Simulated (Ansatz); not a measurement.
ZrS:
```yaml
crystal:
  lattice:
    - [0.00000, 2.61214, 2.61214]
    - [2.61214, 0.00000, 2.61214]
    - [2.61214, 2.61214, 0.00000]
  atoms:
    - { symbol: Zr, position: [0.00000, 0.00000, 0.00000] }
    - { symbol: S, position: [0.50000, 0.50000, 0.50000] }
```

Relaxed with r²SCAN. Special points in fractions of this cell's reciprocal vectors: Γ (0.000, 0.000, 0.000); X (0.500, 0.000, 0.500); U (0.625, 0.250, 0.625); K (0.375, 0.375, 0.750); L (0.500, 0.500, 0.500); W (0.500, 0.250, 0.750).

Problem. List the band energies nearest the Fermi level at these points for the program Ansatz at the r²SCAN with spin–orbit coupling level (PAW).

Solution. In eV from the Fermi level; about four levels below and three above (degenerate sets whole), none deeper than 8.9 eV; … stands for higher levels left out; points with the same levels are listed once.

```json
[
 {"k": "Γ", "below": "-0.77 -0.77 -0.77 -0.77", "above": "2.40 2.40 …"},
 {"k": "X", "below": "-4.95 -4.95 -3.67 -3.67", "above": "0.47 0.47 2.33 2.33"},
 {"k": "U", "below": "-5.85 -5.85 -1.62 -1.62", "above": "1.75 1.75 1.99 1.99"},
 {"k": "L", "below": "-6.56 -6.56 -6.54 -6.54", "above": "1.45 1.45 1.46 1.46"},
 {"k": "W", "below": "-0.09 -0.09 -0.04 -0.04", "above": "1.89 1.89 2.35 2.35"}
]
```

Space group Fm-3m (rock salt). The workflow started from an entry of the Crystallography Open Database (COD), which files this formula under 2 space groups. Its standing as an ambient phase is unchecked. The r²SCAN relaxation kept the symmetry of its start; whether a distortion lowers the energy is not shown. The run is not spin-polarised.

Potentials: the later of the program's two PAW sets.
